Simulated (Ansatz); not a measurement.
A geometry of Ru away from equilibrium: the start of the relaxation of a relaxed Ru cell with every coordinate shifted by Gaussian noise of σ = 0.2 Å. All values below come from PBE (plane waves to 420 eV, PAW, scalar-relativistic; Ansatz, a first-principles code). Γ-centred k-mesh 14×14×8 on the run's cell (coarser than for final values), Fermi–Dirac smearing 0.05 eV.

```xyz
2
Lattice="2.7222 0.0000 0.0000 -1.3611 2.3575 0.0000 0.0000 0.0000 4.2908" Properties=species:S:1:pos:R:3 pbc="T T T"
Ru     0.1360     1.6351     3.1423
Ru     1.2282     0.5310     1.1478
```

Q: Give the Cartesian forces on all atoms (eV/Å).

A: 
| atom | Fx | Fy | Fz |
|---|---|---|---|
| Ru1 | -1.76 | -1.84 | 2.07 |
| Ru2 | 1.76 | 1.84 | -2.07 |

Q: What is the pressure?

A: +11.3 GPa, compression positive.

Q: How much energy per atom can still be gained by relaxing?

A: 0.36 eV/atom; the path ends in P6₃/mmc (No. 194) (hcp (Mg type)).

No spin polarisation in the result.

The run could not lose the symmetry of its start.
